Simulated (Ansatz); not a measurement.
AlB$_{3}$N$_{3}$:
```
CELL_PARAMETERS angstrom
      0.00000     3.73194    -2.15475
      0.00000     3.73194     2.15475
     13.84916     0.00000     0.00000
ATOMIC_POSITIONS crystal
  B  0.83430 0.16570 0.00000
  N  0.16657 0.16676 0.00000
  N  0.11728 0.88272 0.50000
  B  0.45019 0.88329 0.50000
  B  0.16550 0.50010 0.00000
  N  0.49990 0.50010 0.00000
  N  0.45035 0.21661 0.50000
  B  0.78415 0.21585 0.50000
  B  0.49990 0.83450 0.00000
  N  0.83324 0.83343 0.00000
  N  0.78339 0.54965 0.50000
  B  0.11671 0.54981 0.50000
  Al 0.49926 0.50074 0.24878
  Al 0.49926 0.50074 0.75122
```

Relaxed with r²SCAN. Special points in fractions of this cell's reciprocal vectors: Γ (0.000, 0.000, 0.000); Y (0.500, 0.500, 0.000); F0 (0.333, 0.667, 0.000); Δ0 (-0.333, 0.333, 0.000); Z (0.000, 0.000, 0.500); B0 (-0.333, 0.333, 0.500); G0 (0.333, 0.667, 0.500); T (0.500, 0.500, 0.500); S (0.000, 0.500, 0.000); R (0.000, 0.500, 0.500).

Problem. List the band energies nearest the Fermi level at these points for r²SCAN in the plane-wave PAW code Ansatz.

Solution. In eV from the Fermi level; about four levels below and three above (degenerate sets whole), none deeper than 8.9 eV; points with the same levels are listed once.

```
k                     below                above
--  -----------------------  -------------------
Γ   -3.16 -3.14 -3.13 -0.29       0.91 1.98 2.01
Y   -3.98 -3.55 -0.89 -0.61       1.12 1.56 1.83
F0  -3.73 -3.33 -0.05 -0.05       0.16 0.17 1.35
Z   -3.30 -3.16 -3.14 -3.13  0.22 0.28 2.04 2.04
B0  -5.85 -5.84 -3.55 -3.52       0.05 0.05 0.06
T   -3.79 -3.73 -0.76 -0.75       1.37 1.55 1.70
S   -3.98 -3.57 -0.89 -0.62       1.12 1.60 1.75
R   -3.81 -3.73 -0.76 -0.76       1.32 1.55 1.70
```

Space group Amm2. The start of the workflow was typed in or built on a structure type; neither database checked (COD, Materials Project) lists it. Whether it is the stable phase at ambient conditions was not checked. The cell was relaxed with r²SCAN under the symmetry of its start; whether a distortion lowers the energy is not shown. The volume moved by 105 % from the start of the relaxation.

Potentials: the earlier of the program's two PAW sets.
